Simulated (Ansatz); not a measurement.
LaSi$_{2}$ (space group I4_1/amd)

```
CELL_PARAMETERS angstrom
     -2.12851     2.12851     6.94821
      2.12851    -2.12851     6.94821
      2.12851     2.12851    -6.94821
ATOMIC_POSITIONS crystal
  La 0.50000 0.50000 0.00000
  La 0.25000 0.75000 0.50000
  Si 0.83458 0.33458 0.50000
  Si 0.08458 0.08458 0.00000
  Si 0.91542 0.91542 0.00000
  Si 0.66542 0.16542 0.50000
```

The slice is a (001) plane (indices of the conventional cell) through the point (0.500, 0.500, 0.000) (fractional), spanned by u = [101] and v = [011] in vectors of this cell: u (4.26 Å) and v (4.26 Å, at 90° to u). It covers one period; positions are fractions (u, v).

The numbers are results of PBEsol (plane waves to 420 eV, PAW, scalar-relativistic; Ansatz, a first-principles code), not measurements. k mesh 15×15×15. These are valence fields of a PAW run, semicore shells included where kept as valence: close to a nucleus they are smooth pseudo fields. LaSi2 is run without spin polarisation. LaSi2 was relaxed with its symmetry unable to fall.

Three fields on this plane, each scaled to ten steps between its own extremes (0 low, 9 high; the total valence density on a logarithmic scale, the potential cut 8 eV below its top; x marks points blanked near nuclei; v = 0 in the bottom row):

Map A
```
|xxxxxx8300000000038xxxxx|
|xxxxxx7200001000027xxxxx|
|xxxxx851000111000158xxxx|
|xxxx96200012221000269xxx|
|xxx8631001334331001368xx|
|887521001345554310012578|
|432100013566666531000123|
|000000135677877653100000|
|000001356788888765310000|
|000013467899999876431000|
|000123567899999876532100|
|001124568899999886542110|
|000123567899999876532100|
|000013467899999876431000|
|000001356788888765310000|
|000000135677877653100000|
|432100013566666531000123|
|887521001345554310012578|
|xxx8631001334331001368xx|
|xxxx96200012221000269xxx|
|xxxxx851000111000158xxxx|
|xxxxxx7200001000027xxxxx|
|xxxxxx8300000000038xxxxx|
|xxxxxx8400000000048xxxxx|
```

Map B
```
|xxxxxx0036899986300xxxxx|
|xxxxxx0047899987400xxxxx|
|xxxxx001579999975100xxxx|
|xxxx00036899999863000xxx|
|xxx0002578999998752000xx|
|000002467888888876420000|
|000135677777777777653100|
|334567777766566777776543|
|667788877654345677888776|
|888999876532123567899988|
|999999876420002467899999|
|999999875310001357899999|
|999999876420002467899999|
|888999876532123567899988|
|667788877654345677888776|
|334567777766566777776543|
|000135677777777777653100|
|000002467888888876420000|
|xxx0002578999998752000xx|
|xxxx00036899999863000xxx|
|xxxxx001579999975100xxxx|
|xxxxxx0047899987400xxxxx|
|xxxxxx0036899986300xxxxx|
|xxxxxx0036899986300xxxxx|
```

Map C
```
|xxxxxx8531000001358xxxxx|
|xxxxxx8531000001358xxxxx|
|xxxxx974211111112479xxxx|
|xxxx97532111111123579xxx|
|xxx9764322222222234679xx|
|988754333333333333345788|
|655433333444444433333455|
|333222334455555443322233|
|111112344566666544321111|
|000112345667776654321100|
|000112345677777654321100|
|000112345677877654321100|
|000112345677777654321100|
|000112345667776654321100|
|111112344566666544321111|
|333222334455555443322233|
|655433333444444433333455|
|988754333333333333345788|
|xxx9764322222222234679xx|
|xxxx97532111111123579xxx|
|xxxxx974211111112479xxxx|
|xxxxxx8531000001358xxxxx|
|xxxxxx8531000001358xxxxx|
|xxxxxx9631000001369xxxxx|
```

### Question
Assign the maps to these fields: electron localisation function (ELF); valence electron density; electrostatic potential energy of an electron, from the cell's mean.

### Answer
A is the electron localisation function (ELF); B is the electrostatic potential energy of an electron, from the cell's mean; C is the valence electron density.
